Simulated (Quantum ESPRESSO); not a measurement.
CuW2In2Al2Ti, one composition in several site orders

A calculation, not a measurement. The program is pw.x of Quantum ESPRESSO 7.5 (plane-wave density functional theory). The cell is made up: eight metal atoms on a face-centred cubic lattice, with elements, volume, strain and displacements drawn at random and not relaxed, so it may be unstable or far from any real phase. PseudoDojo standard norm-conserving files set the functional (PBE unless stated); there is no spin polarisation or spin-orbit coupling, the Fermi-Dirac width of 0.25 eV means electrons at about 2900 K, and the masses in the input are unused placeholders. The copper pseudopotential is less sure than most, with forces differing by about three percent and pressure by about two GPa from a second method on plain copper. Heavy elements are run without spin-orbit coupling, which real alloys of them have. A spin test at this wide smearing found no moment, but such smearing suppresses magnetism that the real alloy may have.

The runs put one composition on the sites in different orders. Cell, positions, cutoff, mesh and smearing stay as in the input of run 1; sites are counted in its order. Stress in the tables is positive in tension.

Input of run 1:

```
&control calculation='scf', pseudo_dir='./dojo.nc.sr.pbe.v0_5.standard.upf', outdir='./o', disk_io='minimal', tprnfor=.true., tstress=.true. /
&system ibrav=0, nat=8, ntyp=5, nbnd=58, ecutwfc=92.02030273, nosym=.true., tot_charge=0,
 occupations='smearing', smearing='fd', degauss=0.0183746611
/
&electrons conv_thr=1.470e-08, electron_maxstep=70, mixing_beta=0.5 /
ATOMIC_SPECIES
Al 1.0 Al.upf
Cu 1.0 Cu.upf
In 1.0 In.upf
Ti 1.0 Ti.upf
W 1.0 W.upf
CELL_PARAMETERS angstrom
0.0273 -1.9386 -1.9499
-3.9552 2.0174 -1.974
5.8747 5.8591 -4.025
ATOMIC_POSITIONS angstrom
Cu 0.0442 0.0231 0.0365
W -0.0377 2.0582 -2.0145
In 0.1243 3.9149 -3.9172
W 3.9503 3.8897 -4.0482
In -1.7735 0.0568 -1.9381
Al -1.8047 1.9759 -3.8503
Ti 1.9541 1.9777 -4.0551
Al 2.0307 3.9822 -5.9581
K_POINTS automatic
8 5 3 1 1 1
```

| run | elements on sites 1 to 8 | free energy less that of run 1 (eV) | -TS (eV) | pressure (GPa) | stress xx (GPa) | stress yy (GPa) | stress zz (GPa) | stress yz (GPa) | stress xz (GPa) | stress xy (GPa) | iterations |
| --- | --- | --- | --- | --- | --- | --- | --- | --- | --- | --- | --- |
| 1 | Cu W In W In Al Ti Al | 0.000 | -1.029 | 24.07 | -21.48 | -24.88 | -25.85 | 0.66 | 2.05 | -4.83 | 21 |
| 2 | Al Cu W Al W In Ti In | -0.210 | -1.050 | 23.07 | -22.31 | -23.96 | -22.96 | -3.27 | 1.19 | -4.16 | 19 |
| 3 | Cu W In In Al W Al Ti | -0.190 | -1.000 | 25.50 | -22.52 | -27.53 | -26.46 | -4.01 | -2.61 | -0.47 | 20 |
| 4 | Ti Cu In Al W Al W In | 0.315 | -1.035 | 24.39 | -25.78 | -23.61 | -23.78 | -4.12 | -1.49 | -2.23 | 20 |
| 5 | Al Ti W In W Al Cu In | -0.079 | -0.967 | 23.75 | -25.00 | -23.02 | -23.24 | -3.78 | -2.65 | -0.40 | 20 |
| 6 | In Ti W Al W In Al Cu | 0.222 | -1.003 | 24.62 | -28.19 | -22.57 | -23.10 | -4.83 | 0.15 | -3.72 | 21 |

Forces Fx Fy Fz (eV/Å):

| site | run 1 | run 2 | run 3 | run 4 | run 5 | run 6 |
| --- | --- | --- | --- | --- | --- | --- |
| 1 | 0.56 -0.19 0.09 | 0.15 0.08 -0.15 | 0.64 0.24 -0.30 | 0.59 0.08 -0.24 | 1.71 0.65 -0.72 | 0.70 -1.31 1.19 |
| 2 | 3.29 -0.94 1.24 | 1.42 -0.73 0.74 | 2.81 -2.65 2.45 | 0.66 -0.63 0.53 | 2.50 -0.43 0.41 | 3.13 -0.95 0.87 |
| 3 | -2.00 1.79 -2.32 | -0.93 1.11 -1.28 | -1.01 1.48 -1.67 | -3.86 0.38 -1.10 | -2.42 -0.16 -0.25 | -0.13 1.84 -2.19 |
| 4 | 0.54 -0.14 0.41 | -0.14 -0.06 0.36 | 0.98 0.59 -0.16 | -0.32 0.24 0.09 | -0.59 -1.03 1.42 | -0.76 -0.62 0.76 |
| 5 | -1.65 -0.86 0.73 | -0.37 -0.67 0.59 | -0.77 -0.12 0.06 | 0.09 0.35 -0.38 | -0.88 0.46 -0.44 | -2.59 -0.85 0.92 |
| 6 | -3.03 0.90 -1.14 | -1.32 0.96 -1.24 | -3.82 1.12 -1.25 | -1.47 0.11 -0.20 | -1.24 1.17 -1.39 | -2.07 2.14 -2.46 |
| 7 | 2.28 -1.05 1.63 | 0.86 -1.14 1.49 | 0.33 -1.13 1.64 | 3.08 -1.61 2.51 | 0.85 -0.74 1.25 | 1.56 -0.01 0.70 |
| 8 | 0.01 0.49 -0.64 | 0.33 0.45 -0.52 | 0.84 0.47 -0.77 | 1.23 1.07 -1.22 | 0.06 0.09 -0.28 | 0.15 -0.24 0.21 |

The sites are displaced and not relaxed, so the energy differences mix bonding between neighbours with strain and are not ordering energies. A rerun of one cell of this series at a higher cutoff and on a denser mesh moved values by no more than 0.023 eV in energy, 0.13 GPa in stress and 0.009 eV/Å in force, and a second program with other atomic files agreed on that cell to 2 % rms in force and 0.5 GPa in pressure.